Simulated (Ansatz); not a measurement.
Input file for Ansatz (a first-principles code):

Ansatz 0.2 input:
```yaml
crystal:
  lattice:
    - [0.0, 2.5478878545, 2.5478878545]
    - [2.5478878545, 0.0, 2.5478878545]
    - [2.5478878545, 2.5478878545, 0.0]
  atoms:
    - { symbol: Pt, position: [0.0, 0.0, 0.0] }
    - { symbol: Al, position: [0.5, 0.5, 0.5] }
kpoints:
  mp_grid: { grid: [10, 10, 10] }
  band_path:
    path:
      - [[0.0, 0.0, 0.0], [0.5, 0.0, 0.5], [0.625, 0.25, 0.625]]  # Γ-X-U
      - [[0.375, 0.375, 0.75], [0.0, 0.0, 0.0], [0.5, 0.5, 0.5], [0.5, 0.25, 0.75], [0.5, 0.0, 0.5]]  # K-Γ-L-W-X
    npoints: 12
hamiltonian:
  xc: r2scan
  pseudopotentials: { kind: paw }
magnetization: { noncollinear: true, spin_orbit: true }
scf:
  n_extra_bands: 13
  convergence: { dr2_threshold: 0.0000000001 }
  occupations: { method: gaussian, width: 0.05 }
output: { eigenvalues: true }
```

Output (shortened):

```
Pseudopotentials: kind: paw_fr
Pseudopotential: Pt, paw_fr, valence charge 18
Pseudopotential: Al, paw_fr, valence charge 3
Functional definition: r2SCAN
non-collinear run that drives no moment, with spin-orbit …
Crystal: 2 atoms, lattice volume = 33.080 Å³
Basis set: ecut = 500 eV, 869 PW (Γ), exchange–correlation on 108×108×108 points (64 copies of the dense FFT grid, shifted against one another)
Bands: 34, of which v1, the nominal top of the filled ones, is band 21 counted from 1 (20 counted from 0)
Symmetry: 48 space group operations + 48 with time reversal
k-points: 47 of 1000
Projection manifold: j_resolved (fully-relativistic pseudo-atomic orbitals)
PAW frozen core: Pt, regenerated for the run's functional
PAW frozen core: Al, regenerated for the run's functional
Initial density: superposition of atomic densities (chi_scale 0.1, normalization cell, long waves kept (reshape's long-wave potential 0.00 eV rms))
Initial wavefunctions: pseudopotential atomic-orbital guess
Eigensolver: davidson
Functional: x = r2scan, c = r2scan; τ floored in thin density (d = 2e-4 eV/Å³)
SCF iter   1: F=—  HF=-13053.471309 eV  |F-HF|=—  |Δ(HF+E_count)|=         —  Δρ=5.73e-2  dr2=1.14e0  dr2_τ=9.42e-3  dr2_m=0.00e0 (ungated)  ethr=3.10e-3  |M|=0.00e0 ∫|m|=0.00e0 μB  |m|>n=0.0e0 m-floor=0.0e0 τ_xc=0.0e0  β_m=0.30  ⟨swp⟩=6.7  Hψ=4453  notcnv=0  defer=48
all-band conjugate gradients solve this SCF's bands
preconditioner: auto → none
SCF iter   2: F=—  HF=-13053.252260 eV  |F-HF|=—  |Δ(HF+E_count)|=   2.19e-1  Δρ=2.16e-2  dr2=8.17e-2  dr2_τ=1.56e-2  dr2_m=0.00e0 (ungated)  ethr=3.10e-3  |M|=0.00e0 ∫|m|=0.00e0 μB  |m|>n=0.0e0 m-floor=0.0e0 τ_xc=0.0e0  β_m=0.31  ⟨swp⟩=2.7  Hψ=1457  notcnv=0  defer=358
SCF iter   3: F=—  HF=-13053.282966 eV  |F-HF|=—  |Δ(HF+E_count)|=   3.07e-2  Δρ=1.53e-2  dr2=3.83e-2  dr2_τ=7.49e-4  dr2_m=0.00e0 (ungated)  ethr=3.89e-4  |M|=0.00e0 ∫|m|=0.00e0 μB  |m|>n=0.0e0 m-floor=0.0e0 τ_xc=0.0e0  β_m=0.62  ⟨swp⟩=2.0  Hψ=899  notcnv=0  defer=358
SCF iter   4: F=—  HF=-13053.301120 eV  |F-HF|=—  |Δ(HF+E_count)|=   1.82e-2  Δρ=1.36e-3  dr2=8.01e-4  dr2_τ=1.76e-5  dr2_m=0.00e0 (ungated)  ethr=1.83e-4  |M|=0.00e0 ∫|m|=0.00e0 μB  |m|>n=0.0e0 m-floor=0.0e0 τ_xc=0.0e0  β_m=0.80  ⟨swp⟩=2.0  Hψ=1037  notcnv=0  defer=358
SCF iter   5: F=—  HF=-13053.301121 eV  |F-HF|=—  |Δ(HF+E_count)|=   2.60e-7  Δρ=2.24e-4  dr2=1.06e-5  dr2_τ=2.66e-7  dr2_m=0.00e0 (ungated)  ethr=3.81e-6  |M|=0.00e0 ∫|m|=0.00e0 μB  |m|>n=0.0e0 m-floor=0.0e0 τ_xc=0.0e0  β_m=0.90  ⟨swp⟩=2.0  Hψ=888  notcnv=0  defer=358
SCF iter   6: F=—  HF=-13053.301134 eV  |F-HF|=—  |Δ(HF+E_count)|=   1.38e-5  Δρ=1.36e-5  dr2=3.98e-8  dr2_τ=1.58e-9  dr2_m=0.00e0 (ungated)  ethr=5.03e-8  |M|=0.00e0 ∫|m|=0.00e0 μB  |m|>n=0.0e0 m-floor=0.0e0 τ_xc=0.0e0  β_m=0.88  ⟨swp⟩=2.0  Hψ=1106  notcnv=0  defer=358
SCF iter   7: F=—  HF=-13053.301137 eV  |F-HF|=—  |Δ(HF+E_count)|=   2.62e-6  Δρ=2.20e-6  dr2=1.28e-9  dr2_τ=2.90e-11  dr2_m=0.00e0 (ungated)  ethr=1.90e-10  |M|=0.00e0 ∫|m|=0.00e0 μB  |m|>n=0.0e0 m-floor=0.0e0 τ_xc=0.0e0  β_m=0.94  ⟨swp⟩=2.0  Hψ=1017  notcnv=0  defer=358
SCF iter   8: F=-13053.301137 eV  HF=-13053.301137 eV  |F-HF|=1.46e-11  |Δ(HF+E_count)|=   1.41e-9  Δρ=2.42e-7  dr2=1.24e-11  dr2_τ=1.64e-12  dr2_m=0.00e0 (ungated)  ethr=1.00e-12  |M|=0.00e0 ∫|m|=0.00e0 μB  |m|>n=0.0e0 m-floor=0.0e0 τ_xc=0.0e0  ⟨swp⟩=8.4  Hψ=3577  notcnv=0
SCF 1 converged in 8 iterations: F = -13053.301137 eV  dr2 = 1.24e-11
NSCF: frozen V_eff on 74 k-points
SCF converged after 8 iterations
Magnetization: |M| = 0.0000 μB,  M = (+0.0000, +0.0000, +0.0000) μB
Absolute magnetization: 0.0000 μB (∫|m|)
  site 0: m = (+0.0000, +0.0000, +0.0000) μB, |m| = 0.0000 μB  (R = 1.05 Å)
  site 1: m = (+0.0000, +0.0000, +0.0000) μB, |m| = 0.0000 μB  (R = 1.05 Å)
Free energy (F): -13053.301137 eV
Harris-Foulkes:  -13053.301137 eV  (|F-HF|=1.46e-11)
Internal energy: -13053.300403 eV  (E = F + TS)
E sigma→0 (E₀):  -13053.300770 eV
Entropy (-TS):   -0.000734 eV (-0.367 meV/atom)
Fermi energy:    13.997331 eV
--- Per-component energies (eV) ---
  E_band       = -288.394371
  E_kinetic    = 665.220377
  E_local      = -2264.186932  (includes V_loc(G=0)·N_el)
  E_nonlocal   = 199.595054
  E_hartree    = 878.855468
  E_xc         = -288.476977
  E_vxc        = -372.409934  (∫ρ·V_xc dr)
  E_paw        = -9920.554918  (= ΣΔE_a)
  E_vpaw       = -298.263544  (= ΣTr[D̂ρ^β])
  E_aug_tail   = 0.000135  (compensation charges beyond the density's cutoff)
  E_vtau       = 23.939668  (kinetic-family band-sum trace: ∫τ·v_τ [+ j·A + Jᵃ·Aᵃ] dr)
  E_ewald      = -2323.444119
  E_core_change = -0.308492  (= ΣΔE_core)
  E_smearing   = -0.000734  (= −TS)
  E_closure    = 0.000000  (closes the sum)
  Σ components = -13053.301137   (vs F -13053.301137, Δ=0.00e0)
  [band-id]    e_kinetic+e_local+e_nonlocal+2·e_hartree+e_vxc+e_vpaw+e_augmentation_tail+e_vtau = -288.394238   (vs E_band -288.394371, Δ=1.33e-4)
--- Band table (eV; the first three rows and the last of 47) ---
  k-point 0: bands = ["-86.1569", "-86.1569", "-50.7845", "-50.7845", "-36.0256", "-36.0256", "-36.0256", "-36.0256", "3.4903", "3.4903", "9.5148", "9.5148", "9.5148", "9.5148", "10.6461", "10.6461", "10.7569", "10.7569", "10.7569", "10.7569", "19.3751", "19.3751", "20.1170", "20.1170", "20.1170", "20.1170", "24.7032", "24.7032", "26.8981", "26.8981", "26.8981", "26.8981", "27.3384", "27.3384"]
  k-point 1: bands = ["-86.1568", "-86.1568", "-50.7849", "-50.7849", "-36.0281", "-36.0281", "-36.0262", "-36.0262", "3.6988", "3.6988", "9.4956", "9.4956", "9.5136", "9.5136", "10.6493", "10.6493", "10.6741", "10.6741", "10.7955", "10.7955", "18.9135", "18.9135", "19.9654", "19.9654", "20.3156", "20.3156", "24.3553", "24.3553", "26.3768", "26.3768", "26.6890", "26.6890", "27.0655", "27.0655"]
  k-point 2: bands = ["-86.1567", "-86.1567", "-50.7859", "-50.7859", "-36.0346", "-36.0346", "-36.0277", "-36.0277", "4.3102", "4.3102", "9.4042", "9.4042", "9.4551", "9.4551", "10.3901", "10.3901", "10.8074", "10.8074", "10.9659", "10.9659", "17.1421", "17.1421", "20.3467", "20.3467", "20.8061", "20.8061", "23.3870", "23.3870", "25.3091", "25.3091", "25.7777", "25.7777", "27.1206", "27.1206"]
  k-point 46: bands = ["-86.1561", "-86.1561", "-50.7899", "-50.7899", "-36.0498", "-36.0498", "-36.0429", "-36.0429", "7.4165", "7.4165", "9.1104", "9.1104", "9.6664", "9.6664", "10.0921", "10.0921", "11.8839", "11.8839", "12.4464", "12.4464", "13.6486", "13.6486", "14.6335", "14.6335", "15.8318", "15.8318", "24.3620", "24.3620", "24.8308", "24.8308", "26.5168", "26.5168", "27.8154", "27.8154"]
  band table: 34 of 34 bands, residual norms ≤ 1.0e-3 eV
```

Cost: roughly 26 core-seconds on shared cores.

Space group Fm-3m (rock salt). The start of the workflow was typed in or built on a structure type; neither database checked (COD, Materials Project) lists it. Whether it is the stable phase at ambient conditions was not checked. Symmetry was held in the r²SCAN relaxation; its stability against distortions is not shown here. No spin polarisation was allowed.

Potentials: the later of the program's two PAW sets.

Ansatz is a plane-wave DFT program.
